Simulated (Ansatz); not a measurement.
B (bcc (W type), Im-3m) under volume change, plane-wave PAW PBEsol (Ansatz code), scaled uniformly.

```tsv
V (Å³/atom)	E − E(relaxed) (meV/atom)	P (GPa)
5.514	43.6	27.62
5.695	18.4	17.04
5.877	4.4	7.91
6.059	0.0	0.00
6.241	4.0	-6.83
6.422	15.1	-12.58
6.604	32.1	-17.15
```

Question: What does a third-order Birch–Murnaghan fit give for V₀, B₀ and B′?

Answer: V₀ = 6.06 Å³/atom, B₀ = 241 GPa, B′ = 4.2.

The cell is a constructed one: a structure type filled with these elements; neither database checked (COD, Materials Project) lists it. It is not the phase usual at ambient conditions (space group No. 166). The cell was relaxed with PBEsol under the symmetry of its start. At this level the phase is mechanically unstable.

Potentials: the earlier of the program's two PAW sets.
